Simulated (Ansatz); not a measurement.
## Structure relaxation of YCuSe3

These are results of Ansatz, DFT r2SCAN, scalar-relativistic, plane waves, PAW, not measurements. Cutoff 500 eV, Γ-centred k mesh, Gaussian smearing, no spin polarisation in the final step.

The start puts YCuSe3 on the cubic perovskite structure type (Pm-3m, No. 221), with Y in place of Sr, Cu in place of Ti, Se in place of O, at a guessed volume.

```yaml
crystal:
  lattice:
    - [4.81640, 0.00000, 0.00000]
    - [0.00000, 4.81640, 0.00000]
    - [0.00000, 0.00000, 4.81640]
  atoms:
    - { symbol: Y, position: [0.00000, 0.00000, 0.00000] }
    - { symbol: Cu, position: [0.50000, 0.50000, 0.50000] }
    - { symbol: Se, position: [0.00000, 0.50000, 0.50000] }
    - { symbol: Se, position: [0.50000, 0.00000, 0.50000] }
    - { symbol: Se, position: [0.50000, 0.50000, 0.00000] }
```

Cell and atoms relax at zero pressure; the relaxation can't lower the symmetry of the start.

(1) Which crystal results?

(2) What are its volume, density and gap?

## Answers

(1) It keeps Pm-3m (No. 221). The result still has the cubic perovskite structure. Conventional cell: a = 4.781 Å. Around Y lie 12 Se at 3.38 Å; around Cu lie 6 Se at 2.39 Å; Se is coordinated by 2 Cu at 2.39 Å.

```cif
data_structure
_symmetry_space_group_name_H-M 'Pm-3m'
_symmetry_Int_Tables_number 221
_cell_length_a 4.7813
_cell_length_b 4.7813
_cell_length_c 4.7813
_cell_angle_alpha 90.000
_cell_angle_beta 90.000
_cell_angle_gamma 90.000
_cell_volume 109.31
loop_
_atom_site_label
_atom_site_type_symbol
_atom_site_symmetry_multiplicity
_atom_site_Wyckoff_symbol
_atom_site_fract_x
_atom_site_fract_y
_atom_site_fract_z
_atom_site_occupancy
Y1 Y 1 a 0.00000 0.00000 0.00000 1
Cu1 Cu 1 b 0.50000 0.50000 0.50000 1
Se1 Se 3 c 0.00000 0.50000 0.50000 1
```

(2) The volume per atom is 21.86 Å³. The density is 5.92 g/cm³ and the gap on the 8×8×8 mesh is 0 eV (a metal).

The final run used a 8×8×8 mesh on its 5-atom cell and 0.10 eV smearing. Symmetry constrained the relaxation, so the result can be a saddle point.

Cost: 2 runs of about 2.1 core-minutes in all, on Arm Neoverse V1 (shared hosts).